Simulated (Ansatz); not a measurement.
**A run on ZnS**

```yaml
crystal:
  lattice:
    - [3.8083864859, 0.0, 0.0]
    - [-1.9041932429, 3.2981594442, 0.0]
    - [0.0, 0.0, 24.89095901]
  atoms:
    - { symbol: Zn, position: [0.3333333333, 0.6666666667, 0.74991292], spin: 2.0 }
    - { symbol: Zn, position: [0.3333333333, 0.6666666667, 0.12478582] }
    - { symbol: Zn, position: [0.0, 0.0, 4.287e-05] }
    - { symbol: Zn, position: [0.6666666667, 0.3333333333, 0.87532473] }
    - { symbol: Zn, position: [0.6666666667, 0.3333333333, 0.24991292] }
    - { symbol: Zn, position: [0.3333333333, 0.6666666667, 0.37532473] }
    - { symbol: Zn, position: [0.0, 0.0, 0.50004287] }
    - { symbol: Zn, position: [0.6666666667, 0.3333333333, 0.62478582] }
    - { symbol: S, position: [0.0, 0.0, 0.59371274] }
    - { symbol: S, position: [0.6666666667, 0.3333333333, 0.96898812] }
    - { symbol: S, position: [0.3333333333, 0.6666666667, 0.21850247] }
    - { symbol: S, position: [0.6666666667, 0.3333333333, 0.34392833] }
    - { symbol: S, position: [0.3333333333, 0.6666666667, 0.84392833] }
    - { symbol: S, position: [0.3333333333, 0.6666666667, 0.46898812] }
    - { symbol: S, position: [0.6666666667, 0.3333333333, 0.71850247] }
    - { symbol: S, position: [0.0, 0.0, 0.09371274] }
kpoints:
  mp_grid: { grid: [8, 8, 2] }
scf:
  occupations: { method: fermi_dirac, width: 0.02 }
  max_iter: 80
hamiltonian:
  xc: pbe
  pseudopotentials: { kind: paw }
output:
  forces: true
  stress: true
  populations: true
  efg:
    quadrupole_moments_barn: { Zn: 0.122, S: -0.0694 }
    contact_densities: true
```

```sh
ansatz run input.yaml --threads 1 --pin off --max-ram 2560MiB --backend cpu --events-out ev --progress --plain --runs-dir out
```

(1) What happens when this input is run?

Results:

(1) The program refused the input. The input holds a moment without spin polarisation. The program says:

```
Error: inconsistent input (magnetization.spin_polarized): false but per-atom `spin:`, `per_species`, `initial_magnetization`, `magnetic_field`, or `spin_locking` is set
```

Against a sound input the change was `crystal.atoms[0].spin`: not typed → 2.0; `scf.max_iter`: not typed → 80.

With the sound settings the run converges and gives V_zz (10²¹ V/m²) Zn1 -0.013 (η 0.00), Zn2 0.065 (η 0.00), Zn3 0.030 (η 0.00), Zn4 0.028 (η 0.00), S9 -0.054 (η 0.00), S10 -0.031 (η 0.00), among others; a site carries the number of its first atom in the input.
